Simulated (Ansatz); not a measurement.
SiC:
```cif
data_CSi
_chemical_formula_sum 'C1 Si1'
_space_group_name_H-M_alt 'P 1'
_space_group_IT_number 1
_cell_length_a 3.08039
_cell_length_b 3.08039
_cell_length_c 3.08039
_cell_angle_alpha 60.000
_cell_angle_beta 60.000
_cell_angle_gamma 60.000
loop_
_space_group_symop_operation_xyz
  'x, y, z'
loop_
_atom_site_label
_atom_site_type_symbol
_atom_site_fract_x
_atom_site_fract_y
_atom_site_fract_z
_atom_site_occupancy
C1 C 0.75000 0.75000 0.75000 1
Si1 Si 0.00000 0.00000 0.00000 1
```

This is the r²SCAN-relaxed structure.

Q: All from r²SCAN (plane waves, PAW; program Ansatz), unless another level is named. Predict the hole effective mass, band 2 of 3 at the edge.

A: 0.57 along [100], 0.57 along [110], 1.6 along [111] (mₑ).

Q: Next, the smallest direct gap on the standard path?

A: 5.05 eV.

Q: Predict the weight of the valence-edge state by species (Voronoi cells).

A: C 79 %, Si 21 %.

Q: What about the conduction-band minimum?

A: at X (3 equivalent valleys).

Space group F-43m (zinc blende). The r²SCAN relaxation kept the symmetry of its start; phonons on a q-mesh show no instability.

Potentials: the later of the program's two PAW sets.
